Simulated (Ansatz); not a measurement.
TaC (rock salt, Fm-3m) at seven volumes, DFT-LDA in the program Ansatz with PAW potentials, scaled uniformly. One row is withheld.

| V (Å³/atom) | P (GPa) |
|---|---|
| 9.781 | 41.23 |
| 10.103 | 25.28 |
| 10.425 | 11.66 |
| 10.748 | 0.00 |
| 11.070 | -9.98 |
| 11.393 | -18.53 |
| 11.715 | ? |

Task: Fit the shown pressures and predict the withheld one.

Result: P = (3/2)B₀(x^(7/2) − x^(5/2))[1 + (3/4)(B′ − 4)(x − 1)] with x = (V₀/V)^(2/3). Least squares on the six rows gives V₀ = 10.748 Å³/atom, B₀ = 359 GPa, B′ = 4.19. At V = 11.715, x = 0.9442 and P = -25.83 GPa. The run itself gave -25.83 GPa.

Symmetry was held in the LDA relaxation; of distortions, only those at the zone centre were tested. The run is not spin-polarised. Spin–orbit coupling is left out wherever it is not named.

Potentials: the later of the program's two PAW sets.
